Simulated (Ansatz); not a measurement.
Computed with DFT PBE, scalar-relativistic, plane waves, PAW in Ansatz 0.2.0. Cutoff 420 eV, Γ-centred meshes of about 0.25 Å⁻¹ or finer for metals and 0.3 Å⁻¹ for insulators (2π included), Gaussian smearing. No spin polarisation.

These are static total energies at zero pressure.

Two forms of Al3B2Sb were relaxed alike.

1. Space group Amm2 (No. 38), orthorhombic, a = 3.018 Å, b = 3.239 Å, c = 19.104 Å. Around Al on its first site lie 2 Al at 2.76 Å, 2 Al at 3.02 Å, 4 Sb at 3.09 Å, 2 Al at 3.24 Å and 2 B at 3.53 Å; Al on its second site is surrounded by 6 B at 2.34–2.41 Å and 2 Al at 2.76 Å; Al on its third site is surrounded by 6 B at 2.33–2.40 Å, 2 Sb at 3.01 Å and 4 Al at 3.02–3.03 Å; around B on its first site lie 2 B at 1.68 Å and 6 Al at 2.34–2.40 Å; Sb is surrounded by 6 Al at 3.01–3.09 Å, 2 Sb at 3.02 Å and 2 Sb at 3.24 Å; 1 more site not described.

2. Space group P3m1 (No. 156), trigonal, a = 3.064 Å, c = 10.788 Å. Al on its first site is surrounded by 6 B at 2.39–2.45 Å, 6 Al at 3.06 Å and 3 Sb at 3.08 Å; Al on its second site is surrounded by 6 B at 2.42–2.48 Å and 3 Al at 2.83 Å; Al on its third site is surrounded by 3 Al at 2.83 Å, 6 Al at 3.06 Å and 3 Sb at 3.24 Å; around B on its first site lie 3 B at 1.77 Å and 6 Al at 2.42–2.45 Å; Sb is surrounded by 6 Sb at 3.06 Å and 6 Al at 3.08–3.24 Å; 1 more site not described.

**Question.** Which form is favoured at zero pressure, and by what margin per atom?

**Answer.** Cell 2 is lower, by 103 meV/atom. Cell 1 has space group Amm2 (No. 38), 15.6 Å³/atom and no gap on its mesh; cell 2 has space group P3m1 (No. 156), 14.6 Å³/atom and no gap. Counting B or Sb atoms around Al (for each partner element, those within 1.25 times its shortest distance or 1.15 times the sum of covalent radii, where it is the nearest in units of that sum or under 1.3; the shortest distance is added where it exceeds 1.18 times the sum of covalent radii; a slash parts the counts of unlike sites), cell 1 has Al 4 from 3.1 Å/6/8 and cell 2 has Al 3 from 3.2 Å/6 from 2.4 Å/9. Cell 1 holds B–B chains (shortest 1.68 Å) and Sb–Sb chains (shortest 3.02 Å); cell 2 holds B–B nets (shortest 1.77 Å). The denser one is the lower, and pressure would at first widen the difference. Even the lower one lies +0.14 eV/atom against the reference forms of the elements (uncorrected), so neither is stable at this level. Both come from trial cells of a structure search, whose lowest cell (R3m, 14.8 Å³/atom) lies 16 meV/atom below the lower of the two.

Spin–orbit coupling, which can matter for Sb, is left out. With atoms moved at random, cell 2 (by 16 meV/atom) fell into a lower structure. Cell 1 had no clear such test and can be a saddle point. Some types were kept out of the candidates beforehand, so the set may lack a known form.
